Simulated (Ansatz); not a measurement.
Input file for Ansatz (a quantum-chemistry and plane-wave program):

Ansatz 0.2 input:
```yaml
crystal:
  lattice:
    - [5.3682257894, 0.0, 0.0]
    - [0.0, 5.3682257894, 0.0]
    - [0.0, 0.0, 3.2742051151]
  atoms:
    - { symbol: Zr, position: [0.2962418492, 0.2962418492, 0.0] }
    - { symbol: Zr, position: [0.7037581508, 0.7037581508, 0.0] }
    - { symbol: Zr, position: [0.2037581508, 0.7962418492, 0.5] }
    - { symbol: Zr, position: [0.7962418492, 0.2037581508, 0.5] }
    - { symbol: N, position: [0.0, 0.0, 0.0] }
    - { symbol: N, position: [0.5, 0.5, 0.5] }
kpoints:
  mp_grid: { grid: [6, 6, 9] }
  band_path:
    path:
      - [[0.0, 0.0, 0.0], [0.0, 0.5, 0.0], [0.5, 0.5, 0.0], [0.0, 0.0, 0.0], [0.0, 0.0, 0.5], [0.0, 0.5, 0.5], [0.5, 0.5, 0.5], [0.0, 0.0, 0.5]]  # Γ-X-M-Γ-Z-R-A-Z
      - [[0.0, 0.5, 0.0], [0.0, 0.5, 0.5]]  # X-R
      - [[0.5, 0.5, 0.0], [0.5, 0.5, 0.5]]  # M-A
    npoints: 8
basis: { xc_grid: 2 }
hamiltonian:
  xc: pbesol
  pseudopotentials: { kind: paw }
magnetization: { noncollinear: true, spin_orbit: true }
scf:
  n_extra_bands: 12
  convergence: { dr2_threshold: 0.0000000001 }
  occupations: { method: gaussian, width: 0.05 }
output: { eigenvalues: true }
```

Output (shortened):

```
Pseudopotential: Zr, paw_fr, valence charge 12
Pseudopotential: N, paw_fr, valence charge 5
Functional definition: PBEsol
non-collinear run that drives no moment, with spin-orbit …
Crystal: 6 atoms, lattice volume = 94.356 Å³
Basis set: ecut = 420 eV, 1859 PW (Γ), exchange–correlation on 72×72×48 points (8 copies of the dense FFT grid, shifted against one another)
Bands: 70, of which v1, the nominal top of the filled ones, is band 58 counted from 1 (57 counted from 0)
Symmetry: 16 space group operations + 16 with time reversal
k-points: 50 of 324
Projection manifold: j_resolved (fully-relativistic pseudo-atomic orbitals)
SCF iter   1: F=—  HF=-17283.207458 eV  |F-HF|=—  |Δ(HF+E_count)|=         —  Δρ=2.96e-2  dr2=6.08e-1  dr2_m=0.00e0 (ungated)  ethr=3.10e-3  |M|=0.00e0 ∫|m|=0.00e0 μB  |m|>n=0.0e0 m-floor=0.0e0 τ_xc=0.0e0  β_m=0.30  ⟨swp⟩=5.0  Hψ=8035  notcnv=0  defer=22
preconditioner: auto → Resta (q_TF=auto, 2.516 Å⁻¹)
spin=Noncollinear: Resta preconditioning applied to the charge; magnetization (m_x, m_y, m_z) channels mix plain (no charge-response kernel on spin).
SCF iter   2: F=—  HF=-17283.158895 eV  |F-HF|=—  |Δ(HF+E_count)|=   4.86e-2  Δρ=2.04e-2  dr2=3.11e-1  dr2_m=0.00e0 (ungated)  ethr=1.05e-3  |M|=0.00e0 ∫|m|=0.00e0 μB  |m|>n=0.0e0 m-floor=0.0e0 τ_xc=0.0e0  β_m=0.65  ⟨swp⟩=1.6  Hψ=2112  notcnv=0  defer=156
SCF iter   3: F=—  HF=-17283.123614 eV  |F-HF|=—  |Δ(HF+E_count)|=   3.53e-2  Δρ=6.39e-3  dr2=3.69e-2  dr2_m=0.00e0 (ungated)  ethr=5.37e-4  |M|=0.00e0 ∫|m|=0.00e0 μB  |m|>n=0.0e0 m-floor=0.0e0 τ_xc=0.0e0  β_m=0.60  ⟨swp⟩=3.0  Hψ=2946  notcnv=0  defer=308
SCF iter   4: F=—  HF=-17283.116495 eV  |F-HF|=—  |Δ(HF+E_count)|=   7.12e-3  Δρ=1.24e-3  dr2=1.43e-3  dr2_m=0.00e0 (ungated)  ethr=6.36e-5  |M|=0.00e0 ∫|m|=0.00e0 μB  |m|>n=0.0e0 m-floor=0.0e0 τ_xc=0.0e0  β_m=0.80  ⟨swp⟩=2.0  Hψ=2333  notcnv=0  defer=310
SCF iter   5: F=—  HF=-17283.116346 eV  |F-HF|=—  |Δ(HF+E_count)|=   1.49e-4  Δρ=1.95e-4  dr2=3.91e-5  dr2_m=0.00e0 (ungated)  ethr=2.46e-6  |M|=0.00e0 ∫|m|=0.00e0 μB  |m|>n=0.0e0 m-floor=0.0e0 τ_xc=0.0e0  β_m=0.90  ⟨swp⟩=3.0  Hψ=3088  notcnv=0  defer=310
SCF iter   6: F=—  HF=-17283.116337 eV  |F-HF|=—  |Δ(HF+E_count)|=   8.99e-6  Δρ=3.90e-5  dr2=1.27e-6  dr2_m=0.00e0 (ungated)  ethr=6.75e-8  |M|=0.00e0 ∫|m|=0.00e0 μB  |m|>n=0.0e0 m-floor=0.0e0 τ_xc=0.0e0  β_m=0.95  ⟨swp⟩=2.0  Hψ=2138  notcnv=0  defer=310
SCF iter   7: F=—  HF=-17283.116336 eV  |F-HF|=—  |Δ(HF+E_count)|=   2.06e-7  Δρ=4.97e-6  dr2=1.93e-8  dr2_m=0.00e0 (ungated)  ethr=2.20e-9  |M|=0.00e0 ∫|m|=0.00e0 μB  |m|>n=0.0e0 m-floor=0.0e0 τ_xc=0.0e0  β_m=0.98  ⟨swp⟩=2.4  Hψ=2299  notcnv=0  defer=310
SCF iter   8: F=—  HF=-17283.116336 eV  |F-HF|=—  |Δ(HF+E_count)|=   1.78e-9  Δρ=6.24e-7  dr2=1.86e-10  dr2_m=0.00e0 (ungated)  ethr=3.33e-11  |M|=0.00e0 ∫|m|=0.00e0 μB  |m|>n=0.0e0 m-floor=0.0e0 τ_xc=0.0e0  β_m=0.99  ⟨swp⟩=2.9  Hψ=2985  notcnv=0  defer=310
SCF iter   9: F=-17283.116336 eV  HF=-17283.116336 eV  |F-HF|=1.46e-11  |Δ(HF+E_count)|=  3.27e-11  Δρ=1.05e-7  dr2=9.17e-12  dr2_m=0.00e0 (ungated)  ethr=1.00e-12  |M|=0.00e0 ∫|m|=0.00e0 μB  |m|>n=0.0e0 m-floor=0.0e0 τ_xc=0.0e0  ⟨swp⟩=8.3  Hψ=4881  notcnv=0
SCF 1 converged in 9 iterations: F = -17283.116336 eV  dr2 = 9.17e-12
NSCF: frozen V_eff on 75 k-points
SCF converged after 9 iterations
Magnetization: |M| = 0.0000 μB,  M = (+0.0000, +0.0000, +0.0000) μB
Absolute magnetization: 0.0000 μB (∫|m|)
  site 0: m = (+0.0000, +0.0000, +0.0000) μB, |m| = 0.0000 μB  (R = 0.93 Å)
  site 1: m = (+0.0000, +0.0000, +0.0000) μB, |m| = 0.0000 μB  (R = 0.93 Å)
  site 2: m = (+0.0000, +0.0000, +0.0000) μB, |m| = 0.0000 μB  (R = 0.93 Å)
  site 3: m = (+0.0000, +0.0000, +0.0000) μB, |m| = 0.0000 μB  (R = 0.93 Å)
  site 4: m = (+0.0000, +0.0000, +0.0000) μB, |m| = 0.0000 μB  (R = 0.93 Å)
  site 5: m = (+0.0000, +0.0000, +0.0000) μB, |m| = 0.0000 μB  (R = 0.93 Å)
Free energy (F): -17283.116336 eV
Harris-Foulkes:  -17283.116336 eV  (|F-HF|=1.46e-11)
Internal energy: -17283.113124 eV  (E = F + TS)
E sigma→0 (E₀):  -17283.114730 eV
Entropy (-TS):   -0.003213 eV (-0.535 meV/atom)
Fermi energy:    15.291079 eV
--- Per-component energies (eV) ---
  E_band       = -267.084793
  E_kinetic    = 1602.117076
  E_local      = -2693.535954  (includes V_loc(G=0)·N_el)
  E_nonlocal   = 413.365309
  E_hartree    = 847.300377
  E_xc         = -766.013932
  E_vxc        = -920.244112  (∫ρ·V_xc dr)
  E_paw        = -11847.274486  (= ΣΔE_a)
  E_vpaw       = -363.388142  (= ΣTr[D̂ρ^β])
  E_aug_tail   = 0.000272  (compensation charges beyond the density's cutoff)
  E_ewald      = -4839.793875
  E_core_change = 0.722089  (= ΣΔE_core)
  E_smearing   = -0.003213  (= −TS)
  E_closure    =  0.000000  (closes the sum)
  Σ components = -17283.116336   (vs F -17283.116336, Δ=0.00e0)
  [band-id]    e_kinetic+e_local+e_nonlocal+2·e_hartree+e_vxc+e_vpaw+e_augmentation_tail = -267.084798   (vs E_band -267.084793, Δ=-4.39e-6)
--- Band table (eV; the first three rows and the last of 50) ---
  k-point 0: bands = ["-33.2683", "-33.2683", "-33.1108", "-33.1108", "-33.1108", "-33.1108", "-33.0457", "-33.0457", "-12.8191", "-12.8191", "-12.6547", "-12.6547", "-12.4977", "-12.4977", "-12.1008", "-12.1008", "-11.0832", "-11.0832", "-11.0302", …
  k-point 1: bands = ["-33.2569", "-33.2569", "-33.1061", "-33.1061", "-33.1061", "-33.1061", "-33.0475", "-33.0475", "-12.8062", "-12.8062", "-12.6452", "-12.6452", "-12.5029", "-12.5029", "-12.1351", "-12.1351", "-11.1074", "-11.1074", "-11.0021", …
  k-point 2: bands = ["-33.2257", "-33.2257", "-33.0942", "-33.0942", "-33.0942", "-33.0942", "-33.0546", "-33.0546", "-12.7748", "-12.7748", "-12.6203", "-12.6203", "-12.5223", "-12.5223", "-12.2313", "-12.2313", "-11.1581", "-11.1581", "-10.9244", …
  k-point 49: bands = ["-33.1127", "-33.1127", "-33.1127", "-33.1127", "-33.0760", "-33.0760", "-33.0760", "-33.0760", "-12.7221", "-12.7221", "-12.7221", "-12.7221", "-12.5657", "-12.5657", "-12.5657", "-12.5657", "-11.1058", "-11.1058", "-11.1058", …
```

Cost: around 110 core-seconds (rough) on shared cores.

Space group P4_2/mnm (anti-rutile). The first step of the workflow began from a Materials Project structure, measured or hypothetical; the Crystallography Open Database copy checked does not list it. Its standing as an ambient phase is unchecked. The cell was relaxed with PBEsol under the symmetry of its start; of distortions, only those at the zone centre were tested. No spin polarisation was allowed.

Potentials: the later of the program's two PAW sets.

Ansatz is a plane-wave DFT program.
